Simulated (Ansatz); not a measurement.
The numbers come from plane-wave PAW DFT (Ansatz): PBE, collinear spin, 420 eV, 6×6×6 Γ-centred k points, fermi-dirac occupations (width 0.1 eV). Nothing was relaxed.

Computed maps in the lattice plane spanned by b (left to right, 4.32 Å, 13 points from zero) and c (bottom to top, 4.32 Å, 13 points from zero), 90° apart, at height 0.000 along a. The fields are smooth PAW ones with compensation charges, not the true ones near nuclei.

Valence density. Digits on a logarithmic scale: 0 up to 0.03 e/Å³, each further digit a factor of 1.6, 9 from 1.3 e/Å³ up:
```
9995699996599
9964578875469
6543345543345
7653112211356
9974100001479
9985200002589
9985200002589
9974100001479
7653112211356
6543345543345
9964578875469
9995699996599
9996799997699
```

Spin density. Ten even steps from '0' (-1.50 e/Å³) to '9' (0.03 e/Å³):
```
4489999999984
9889999999988
9999999999999
9999999999999
9999999999999
9999999999999
9999999999999
9999999999999
9999999999999
9999999999999
9889999999988
4489999999984
0499999999994
```

Question: The cell is TiTlF$_{3}$. Which atoms lie within 0.2 Å of this plane, and where (fractions of b and c)?

Answer: Ti at (0.00, 0.00), F at (0.50, 0.00), F at (0.00, 0.50). The whole cell:
```xyz
5
Lattice="4.3207 0.0000 0.0000 0.0000 4.3207 0.0000 0.0000 0.0000 4.3207" Properties=species:S:1:pos:R:3 pbc="T T T"
Ti    0.0000    0.0000    0.0000
F     2.1603    0.0000    0.0000
F     0.0000    2.1603    0.0000
F     0.0000    0.0000    2.1603
Tl    2.1603    2.1603    2.1603
```

Magnetic state (reached from a saved solution, and it need not be the lowest): Ti1 down.

Origin: a known structure type with other elements, at an estimated volume, so it need not be a known compound.
